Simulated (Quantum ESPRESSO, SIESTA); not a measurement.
This is a calculation of HPbNO4 for Quantum ESPRESSO 7.5. The cell comes from a database or a generator and needn't be the stable form of this composition.

The input pw.in:

```
&CONTROL
  calculation = 'scf'
  prefix = 'pwscf'
  outdir = './tmp'
  pseudo_dir = './pseudo'
  tprnfor = .true.
  tstress = .true.
  disk_io = 'low'
/
&SYSTEM
  ibrav = 0
  celldm(1) = 8
  nat = 7
  ntyp = 4
  ecutwfc = 60
  ecutrho = 480
  nbnd = 31
  occupations = 'smearing'
  smearing = 'fd'
  degauss = 0.00367493
/
&ELECTRONS
  conv_thr = 1.4d-09
  electron_maxstep = 120
  mixing_beta = 0.5
/
ATOMIC_SPECIES
H      1.0080 H.pbe-rrkjus_psl.1.0.0.UPF
Pb   207.2000 Pb.pbe-dn-kjpaw_psl.0.2.2.UPF
N     14.0070 N.pbe-n-radius_5.UPF
O     15.9990 O.pbe-n-kjpaw_psl.0.1.UPF
CELL_PARAMETERS alat
  0.9919243292890   0.0262601066593   0.0397244052973
  0.4525894068479   0.9191911329098   0.0296875974179
  0.4159405308184   0.2958815058056   1.5053227606697
ATOMIC_POSITIONS crystal
H      0.8914500000    0.6820200000    0.6279600000
Pb     0.1442600000    0.9287200000    0.8835200000
N      0.2567000000    0.2886100000    0.3017100000
O      0.8310800000    0.6505600000    0.7840500000
O      0.3869400000    0.2238000000    0.1129500000
O      0.3110400000    0.0357600000    0.4585600000
O      0.0772600000    0.6063300000    0.3227500000
K_POINTS automatic
7 7 5 0 0 0
```

File pp_density.in:

```
&INPUTPP
  prefix = 'pwscf'
  outdir = './tmp'
  filplot = 'density.dat'
  plot_num = 0
/
&PLOT
  nfile = 1
  filepp(1) = 'density.dat'
  iflag = 3
  output_format = 6
  fileout = 'density.cube'
/
```

The input pp_potential.in:

```
&INPUTPP
  prefix = 'pwscf'
  outdir = './tmp'
  filplot = 'potential.dat'
  plot_num = 11
/
&PLOT
  nfile = 1
  filepp(1) = 'potential.dat'
  iflag = 3
  output_format = 6
  fileout = 'potential.cube'
/
```

Potentials or basis: SSSP 1.3 efficiency PBE.

Run with:

```bash
$ OMP_NUM_THREADS=1 mpirun -n 4 pw.x -nk 4 -in pw.in > pw.out
$ OMP_NUM_THREADS=1 mpirun -n 1 pp.x -in pp_density.in > pp_density.out
$ OMP_NUM_THREADS=1 mpirun -n 1 pp.x -in pp_potential.in > pp_potential.out
```

Problem. What does the same run look like in SIESTA 5.4.2? Potentials or basis there: files PseudoDojo sr-pbe-0.4.1-standard, DZP (energy shift 0.003 Ry; two zetas on semicore shells).

Solution. As run (cutoffs and basis follow the program's own potentials, and thresholds, step limits or extra output files can differ):

The input HPbNO4.fdf:

```
SystemName                      HPbNO4
SystemLabel                     HPbNO4
NumberOfSpecies                 4
NumberOfAtoms                   7
%block ChemicalSpeciesLabel
  1   1 H
  2  82 Pb
  3   7 N
  4   8 O
%endblock ChemicalSpeciesLabel

LatticeConstant                 1.0 Ang
%block LatticeVectors
     4.1992300000     0.1111700000     0.1681700000
     1.9160000000     3.8913200000     0.1256800000
     1.7608500000     1.2525900000     6.3726600000
%endblock LatticeVectors
AtomicCoordinatesFormat         Fractional
%block AtomicCoordinatesAndAtomicSpecies
     0.8914500000     0.6820200000     0.6279600000  1  H
     0.1442600000     0.9287200000     0.8835200000  2  Pb
     0.2567000000     0.2886100000     0.3017100000  3  N
     0.8310800000     0.6505600000     0.7840500000  4  O
     0.3869400000     0.2238000000     0.1129500000  4  O
     0.3110400000     0.0357600000     0.4585600000  4  O
     0.0772600000     0.6063300000     0.3227500000  4  O
%endblock AtomicCoordinatesAndAtomicSpecies

%block kgrid.MonkhorstPack
    7   0   0  0.0
    0   7   0  0.0
    0   0   5  0.0
%endblock kgrid.MonkhorstPack
XC.Functional                   GGA
XC.Authors                      PBE
PAO.BasisSize                   DZP
PAO.EnergyShift                 0.003 Ry
Mesh.Cutoff                     800 Ry
OccupationFunction              FD
ElectronicTemperature           0.05 eV
MaxSCFIterations                120
SCF.MustConverge                false
SCF.Mixer.Method                Pulay
SCF.Mixer.Weight                0.25
SCF.Mixer.History               8
SCF.DM.Tolerance                5.0e-05
SCF.H.Tolerance                 1.0e-03 eV
WriteForces                     true
Charge.Mulliken                 end
Charge.Hirshfeld                end
Charge.Voronoi                  end
SaveRho                         true
SaveElectrostaticPotential      true
%block PAO.Basis
  Pb 4
  n=6 0 2
    6.167 0.000
  n=6 1 2
    8.915 0.000
  n=5 2 2
    4.155 0.000
  n=6 2 1
    8.915
%endblock PAO.Basis
Diag.ParallelOverK              true
```

Potentials or basis: PseudoDojo 0.4 standard (PBE files), converted to PSML, two zetas on semicore shells, DZP (energy shift 0.003 Ry; two zetas on semicore shells).

The run is started by

```sh
$ mpirun -n 4 siesta HPbNO4.fdf > HPbNO4.out 2>&1
```

Both were run:

|  | Quantum ESPRESSO | SIESTA |
| --- | --- | --- |
| Pressure | -0.2 GPa | 2.6 GPa |

Pressure is positive in compression.
